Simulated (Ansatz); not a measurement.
TiGeSb in space group P4/nmm (No. 129; Ti on 2c, Ge on 2a, Sb on 2c) at seven volumes, plane-wave PAW r²SCAN (Ansatz code), shape and atoms relaxed at each. One row is withheld.

```tsv
V (Å³/atom)	P (GPa)
17.121	12.47
17.685	?
18.250	3.49
18.814	0.00
19.378	-2.96
19.943	-5.46
20.507	-7.57
```

Question: Fit the shown pressures and predict the withheld one.

Answer: P = (3/2)B₀(x^(7/2) − x^(5/2))[1 + (3/4)(B′ − 4)(x − 1)] with x = (V₀/V)^(2/3). Least squares on the six rows gives V₀ = 18.814 Å³/atom, B₀ = 107 GPa, B′ = 4.53. At V = 17.685, x = 1.0421 and P = 7.62 GPa. The run itself gave 7.61 GPa.

The workflow started from an entry of the Crystallography Open Database (COD, 295 K). Whether it is the stable phase at ambient conditions was not checked. The r²SCAN relaxation kept the symmetry of its start; its stability against distortions is not shown here. The run is not spin-polarised. Spin–orbit coupling is left out wherever it is not named.

Potentials: the later of the program's two PAW sets.
